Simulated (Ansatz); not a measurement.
## Does relaxation matter for the field gradients of SiO2 with Cl replacing O?

Start: a supercell of SiO2 (quartz type, P3_221) built from a refined structure from the COD, with all atoms left at the host's positions.

```xyz
54
Lattice="7.3745 4.2577 0.0000 -7.3745 4.2577 0.0000 0.0000 0.0000 10.8168" Properties=species:S:1:pos:R:3 pbc="T T T"
Si   -5.0652    4.2577    3.6056
Si   -5.0652    4.2577    9.0140
Si   -0.1488    4.2577    3.6056
Si   -0.1488    4.2577    9.0140
Si    4.7675    4.2577    3.6056
Si    4.7675    4.2577    9.0140
Si   -1.1547    2.0000    1.8028
Si   -1.1547    2.0000    7.2112
Si   -3.6129    6.2577    1.8028
Si   -3.6129    6.2577    7.2112
Si    1.3035    6.2577    1.8028
Si    1.3035    6.2577    7.2112
Si    1.3035    2.2577    0.0000
Si    1.3035    2.2577    5.4084
Si   -1.1547    6.5154    0.0000
Si   -1.1547    6.5154    5.4084
Si   -3.6129    2.2577    0.0000
Si   -3.6129    2.2577    5.4084
Cl    1.3754    1.1393    4.2487
O     1.3754    1.1393    9.6571
O    -1.0828    5.3970    4.2487
O    -1.0828    5.3970    9.6571
O     3.8335    5.3970    4.2487
O     3.8335    5.3970    9.6571
O    -4.1325    4.8791    2.4459
O    -4.1325    4.8791    7.8543
O     0.7839    4.8791    2.4459
O     0.7839    4.8791    7.8543
O     5.7002    4.8791    2.4459
O     5.7002    4.8791    7.8543
O     2.7571    2.4970    0.6431
O     2.7571    2.4970    6.0515
O     0.2990    6.7547    0.6431
O     0.2990    6.7547    6.0515
O    -2.1592    2.4970    0.6431
O    -2.1592    2.4970    6.0515
O     0.2990    1.7607    1.1597
O     0.2990    1.7607    6.5681
O    -2.1592    6.0184    1.1597
O    -2.1592    6.0184    6.5681
O     2.7571    6.0184    1.1597
O     2.7571    6.0184    6.5681
O    -1.0828    3.1184    2.9625
O    -1.0828    3.1184    8.3709
O     3.8335    3.1184    2.9625
O     3.8335    3.1184    8.3709
O     1.3754    7.3761    2.9625
O     1.3754    7.3761    8.3709
O     0.7839    3.6362    4.7653
O     0.7839    3.6362   10.1737
O     5.7002    3.6362    4.7653
O     5.7002    3.6362   10.1737
O    -4.1325    3.6362    4.7653
O    -4.1325    3.6362   10.1737
```

Atom numbers follow the list; atoms alike are taken as one site, whose name carries the number of the first.

The numbers come from a DFT calculation in Ansatz (PBE, plane waves and PAW, scalar-relativistic, 420 eV cutoff, Γ-centred 3×3×2 k-points, Fermi–Dirac smearing 0.01 eV, cell charge +1).

The largest force at the start is 27 eV/Å. Relaxing the ions at fixed cell moves them by 0.521 Å at most (atom 19, Cl) and 0.155 Å rms.

```tsv
site	atom	moved (Å)	first shell before	first shell after	V_zz before (10²¹ V/m²)	η before
Si1	1	0.321	1 Cl at 1.61 Å, 3 O at 1.61 Å	3 O at 1.59–1.60 Å, 1 Cl at 2.14 Å	-2.35	0.42
Si3	3	0.071	4 O at 1.61 Å	4 O at 1.61–1.65 Å	0.91	0.81
Si4	4	0.069	4 O at 1.61 Å	4 O at 1.62–1.64 Å	0.80	0.65
Si5	5	0.050	4 O at 1.61 Å	4 O at 1.63 Å	0.77	0.65
Si8	8	0.123	4 O at 1.61 Å	4 O at 1.62–1.64 Å	0.90	0.35
Si14	14	0.385	3 O at 1.61 Å, 1 Cl at 1.61 Å	3 O at 1.59 Å, 1 Cl at 2.19 Å	-1.84	0.75
Si17	17	0.076	4 O at 1.61 Å	4 O at 1.62–1.63 Å	0.81	0.61
Cl	19	0.521	2 Si at 1.61 Å, angle 144°	2 Si at 2.14–2.19 Å, angle 118°	5.36	0.06
O30	30	0.138	2 Si at 1.61 Å, angle 144°	2 Si at 1.62–1.63 Å, angle 133°	9.28	0.19
O49	49	0.180	2 Si at 1.61 Å, angle 144°	2 Si at 1.59–1.65 Å, angle 144°	8.51	0.36
```

(1) What are V_zz and η after the relaxation?

Answers

(1) 

```csv
site,atom,V_zz after,η after,change of V_zz
Si1,1,7.04,0.11,+9.39
Si3,3,1.75,0.70,+0.84
Si4,4,-0.57,0.61,–
Si5,5,0.78,0.38,+0.01
Si8,8,1.72,0.76,+0.82
Si14,14,7.69,0.17,+9.53
Si17,17,0.58,0.63,-0.23
Cl,19,-17.54,0.92,–
O30,30,8.76,0.38,-0.52
O49,49,9.65,0.25,+1.14
```

The largest change of V_zz along a kept axis is on Si14, from -1.84 to 7.69. The whole tensor moves most on Cl, by 14.72 along its most changed direction. In per cent, |V_zz| changes by -28 to +92 on Si, -6 to +13 on O (all sites that start above 0.5, bar those whose gradient vanishes or changes sign or whose main axis turns by over 40°). Where |V_zz| stays above 0.1 and the axes keep their order, η moves most on Si8, from 0.35 to 0.76. On Si1, Si14 V_xx and V_yy change places (or their axes turn by over 50°), so the two values of η hide a larger change. V_zz changes sign on Si1 (axis turned by 17°), Si14 (axis turned by 17°). On Cl, Si4 the largest principal value lies along another axis in the second run, so the two V_zz can't be compared directly. The table leaves out 44 of the 54 sites, with |V_zz| up to 9.65; their tensors move by 2.91 at most along any direction. The statements above cover all sites. The host's own positions weren't relaxed first, so part of the change far from the defect can be the host's relaxation.

The defect repeats with the cell of 54 atoms, so it feels its images: sites between two images don't show the values beside a lone defect, and zeros or small values of η there can come from the images' arrangement. O and Si carry a gradient in the pure host already, so the values there aren't the defect's effect alone. A uniform background compensates the cell's charge.
Before: The cell keeps the host's lattice, where the PBE pressure is 14 GPa (in a charged cell this depends on the convention for the mean potential). The neighbours have not yet relaxed around the defect (largest force 27 eV/Å), so the values at and beside it are those of a strained start, not of the defect in a real crystal.
